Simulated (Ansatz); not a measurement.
Question: SiO2 in space group P3_121 (No. 152; O on 6c, Si on 3a) is relaxed with PBEsol in the plane-wave PAW code Ansatz. What lattice parameters of the conventional cell result?

Answer: a = 4.949 Å, c = 5.442 Å.

Question: Give the free coordinates with the occupied sites.

Answer: In one choice of origin and axes:

```json
[
 {"atom": "O", "site": "6c", "symmetry": "1", "x": "0.4126", "y": "0.2667", "z": "0.2143"},
 {"atom": "Si", "site": "3a", "symmetry": ".2.", "x": "0.5295", "y": "0.5295", "z": "0.0000"}
]
```

Question: Is it a metal or does it have a gap at this level?

Answer: A gap of 5.72 eV, indirect.

Symmetry was held in the PBEsol relaxation.

Potentials: the later of the program's two PAW sets.
